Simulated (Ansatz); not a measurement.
Name crystals whose computed values (plane-wave PAW r²SCAN (Ansatz code)) fall in these windows: gap (eV) 2.3 to 3.1; electron conductivity mass (mₑ) 1.3 to 1.8; G_Hill (GPa) 74 to 100.



```json
[
 {"crystal": "TiO2, Pbca (Ti on 8c, O on 8c, O on 8c)", "gap (eV)": "2.74", "electron conductivity mass (mₑ)": "1.5", "G_Hill (GPa)": "89.9"}
]
```
Others may fit too.

The cell was relaxed under the symmetry of its start. Rows with no word on spin ran without spin polarisation.

Potentials: the later of the program's two PAW sets.
